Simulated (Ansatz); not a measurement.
Data:

BAs in space group P6_222 (No. 180; B on 3d, As on 3c), a = 3.4289 Å, b = 3.4289 Å, c = 7.4106 Å, α = 90.00°, β = 90.00°, γ = 120.00°.

This is the HSE06-relaxed structure.

### Question
All from the program Ansatz at the HSE06 level (PAW), unless another level is named. Estimate the band gap.

### Answer
0.91 eV (indirect).

### Question
And the smallest direct gap on the standard path?

### Answer
2.92 eV.

### Question
Next, the conduction-band minimum?

### Answer
at M (3 equivalent valleys).

### Question
And the valence-band maximum?

### Answer
at Γ.

The cell is a constructed one: a structure type filled with these elements; neither database checked (COD, Materials Project) lists it. It is not the phase usual at ambient conditions (space group No. 216). Symmetry was held in the HSE06 relaxation; its stability against distortions is not shown here. The hybrid was solved on a coarse mesh, the path and, where they were found, the r²SCAN edge points; its band edges are the extreme levels among these. Spin–orbit coupling is left out wherever it is not named.

Potentials: the later of the program's two PAW sets.
